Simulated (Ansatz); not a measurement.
Relaxation of a relaxed TaGe2 cell, doubled along one cell vector, shaken by Gaussian noise of σ = 0.08 Å a coordinate; 6 atoms in the cell, which starts as P1 (No. 1), aP6; a = b = 3.514 Å, c = 10.106 Å, α = β = γ = 90.00°. Computed with r2SCAN (plane waves to 500 eV, PAW, scalar-relativistic; Ansatz, a first-principles code). Γ-centred k-mesh 7×7×3 on the run's cell (coarser than for final values), Fermi–Dirac smearing 0.05 eV. This is the first round of the run. 

The optimiser's lines from the output (shortened; P is positive under compression):

```
relax step   1: F+E_penalty+E_count = -37092.66484062 eV  Δ(F+E_penalty+E_count) = +0.000e0 eV  max|allowed force component| = 2.638e0 eV/Å  Δτ_max = 0.0000 Å  P = +0.944 GPa  Ω = 124.806 Å³  (10 SCF iters, dr2 threshold 1.00e-7 eV, accepted)
relax step   2: F+E_penalty+E_count = -37092.87132684 eV  Δ(F+E_penalty+E_count) = -2.065e-1 eV  max|allowed force component| = 3.077e0 eV/Å  Δτ_max = 0.1951 Å  P = +3.247 GPa  Ω = 121.866 Å³  (10 SCF iters, dr2 threshold 6.00e-7 eV, accepted)
relax step   3: F+E_penalty+E_count = -37093.48115451 eV  Δ(F+E_penalty+E_count) = -6.098e-1 eV  max|allowed force component| = 1.306e0 eV/Å  Δτ_max = 0.1987 Å  P = -0.613 GPa  Ω = 123.652 Å³  (10 SCF iters, dr2 threshold 6.00e-7 eV, accepted)
relax step   4: F+E_penalty+E_count = -37094.17654185 eV  Δ(F+E_penalty+E_count) = -6.954e-1 eV  max|allowed force component| = 1.628e0 eV/Å  Δτ_max = 0.1953 Å  P = -2.589 GPa  Ω = 123.015 Å³  (10 SCF iters, dr2 threshold 6.00e-7 eV, accepted)
relax step   5: F+E_penalty+E_count = -37094.97329249 eV  Δ(F+E_penalty+E_count) = -7.968e-1 eV  max|allowed force component| = 1.938e0 eV/Å  Δτ_max = 0.1957 Å  P = -4.362 GPa  Ω = 121.470 Å³  (10 SCF iters, dr2 threshold 6.00e-7 eV, accepted)
relax step   6: F+E_penalty+E_count = -37096.00551989 eV  Δ(F+E_penalty+E_count) = -1.032e0 eV  max|allowed force component| = 1.914e0 eV/Å  Δτ_max = 0.1949 Å  P = -5.185 GPa  Ω = 117.995 Å³  (9 SCF iters, dr2 threshold 6.00e-7 eV, accepted)
relax step   7: F+E_penalty+E_count = -37097.07404411 eV  Δ(F+E_penalty+E_count) = -1.069e0 eV  max|allowed force component| = 1.740e0 eV/Å  Δτ_max = 0.1933 Å  P = -3.525 GPa  Ω = 112.934 Å³  (9 SCF iters, dr2 threshold 6.00e-7 eV, accepted)
relax step   8: F+E_penalty+E_count = -37098.01938511 eV  Δ(F+E_penalty+E_count) = -9.453e-1 eV  max|allowed force component| = 1.015e0 eV/Å  Δτ_max = 0.1951 Å  P = +1.041 GPa  Ω = 107.202 Å³  (9 SCF iters, dr2 threshold 6.00e-7 eV, accepted)
relax step   9: F+E_penalty+E_count = -37098.49533661 eV  Δ(F+E_penalty+E_count) = -4.760e-1 eV  max|allowed force component| = 1.332e0 eV/Å  Δτ_max = 0.1954 Å  P = +1.323 GPa  Ω = 105.433 Å³  (9 SCF iters, dr2 threshold 6.00e-7 eV, accepted)
relax step  10: F+E_penalty+E_count = -37098.98191841 eV  Δ(F+E_penalty+E_count) = -4.866e-1 eV  max|allowed force component| = 1.501e0 eV/Å  Δτ_max = 0.1954 Å  P = -1.277 GPa  Ω = 104.905 Å³  (9 SCF iters, dr2 threshold 6.00e-7 eV, accepted)
relax step  11: F+E_penalty+E_count = -37099.52358388 eV  Δ(F+E_penalty+E_count) = -5.417e-1 eV  max|allowed force component| = 1.768e0 eV/Å  Δτ_max = 0.1954 Å  P = -2.778 GPa  Ω = 103.418 Å³  (8 SCF iters, dr2 threshold 6.00e-7 eV, accepted)
relax step  12: F+E_penalty+E_count = -37100.14333744 eV  Δ(F+E_penalty+E_count) = -6.198e-1 eV  max|allowed force component| = 1.749e0 eV/Å  Δτ_max = 0.1953 Å  P = -3.566 GPa  Ω = 101.434 Å³  (8 SCF iters, dr2 threshold 6.00e-7 eV, accepted)
relax step  13: F+E_penalty+E_count = -37100.79164528 eV  Δ(F+E_penalty+E_count) = -6.483e-1 eV  max|allowed force component| = 1.191e0 eV/Å  Δτ_max = 0.2000 Å  P = -3.137 GPa  Ω = 99.164 Å³  (9 SCF iters, dr2 threshold 6.00e-7 eV, accepted)
relax step  14: F+E_penalty+E_count = -37101.15876257 eV  Δ(F+E_penalty+E_count) = -3.671e-1 eV  max|allowed force component| = 8.901e-2 eV/Å  Δτ_max = 0.1668 Å  P = -0.229 GPa  Ω = 96.671 Å³  (8 SCF iters, dr2 threshold 6.00e-7 eV, accepted)
relax step  15: F+E_penalty+E_count = -37101.16019340 eV  Δ(F+E_penalty+E_count) = -1.431e-3 eV  max|allowed force component| = 4.268e-2 eV/Å  Δτ_max = 0.0159 Å  P = +0.031 GPa  Ω = 96.569 Å³  (5 SCF iters, dr2 threshold 6.00e-7 eV, accepted)
relax step  16: F+E_penalty+E_count = -37101.16046533 eV  Δ(F+E_penalty+E_count) = -2.719e-4 eV  max|allowed force component| = 7.109e-4 eV/Å  Δτ_max = 0.0047 Å  P = -0.006 GPa  Ω = 96.588 Å³  (4 SCF iters, dr2 threshold 1.14e-7 eV, accepted)
relax step  17: F+E_penalty+E_count = -37101.15369847 eV  Δ(F+E_penalty+E_count) = +6.767e-3 eV  max|allowed force component| = 5.675e-4 eV/Å  Δτ_max = 0.0000 Å  P = -0.036 GPa  Ω = 96.588 Å³  stress off target by 4.38e-2 GPa  SCF on the basis re-selected at this cell (its energy is not comparable with the rows above)  (9 SCF iters)
relax step  18: F+E_penalty+E_count = -37101.15370931 eV  Δ(F+E_penalty+E_count) = -1.084e-5 eV  max|allowed force component| = 2.700e-4 eV/Å  Δτ_max = 0.0001 Å  P = -0.001 GPa  Ω = 96.568 Å³  (4 SCF iters, dr2 threshold 4.80e-9 eV, accepted)
relax step  19: F+E_penalty+E_count = -37101.15369976 eV  Δ(F+E_penalty+E_count) = +9.553e-6 eV  max|allowed force component| = 2.668e-4 eV/Å  Δτ_max = 0.0000 Å  P = -0.002 GPa  Ω = 96.568 Å³  stress off target by 2.14e-3 GPa  SCF on the basis re-selected at this cell (its energy is not comparable with the rows above)  (4 SCF iters)
```

From the first to the last row the energy changes by -1.41 eV/atom and the volume by -22.6 %. The last row is marked as not comparable with the walk above it, whose basis was carried along; it does compare with step 1, since both stand on a basis selected at the nominal cutoff for their own cell.

Later rounds, restarted from the end of this one on a renewed k-mesh, logged 4 more steps and released under 0.01 eV/atom more. The final structure after all rounds: I4/mmm (No. 139), tI6; a = 3.379 Å, b = 3.379 Å, c = 8.457 Å, α = 90.00°, β = 90.00°, γ = 90.00°. Between re-selections the logged energies stand on a plane-wave basis carried along with the cell. No spin polarisation in the result. The relaxed primitive cell holds an odd number of electrons. A magnetic state may lie lower.

The relaxed structure here is a generated cell of TaGe2: the first start was made by a random draw of sites in a space group, and the end was not matched to a known phase here, so it may be hypothetical.
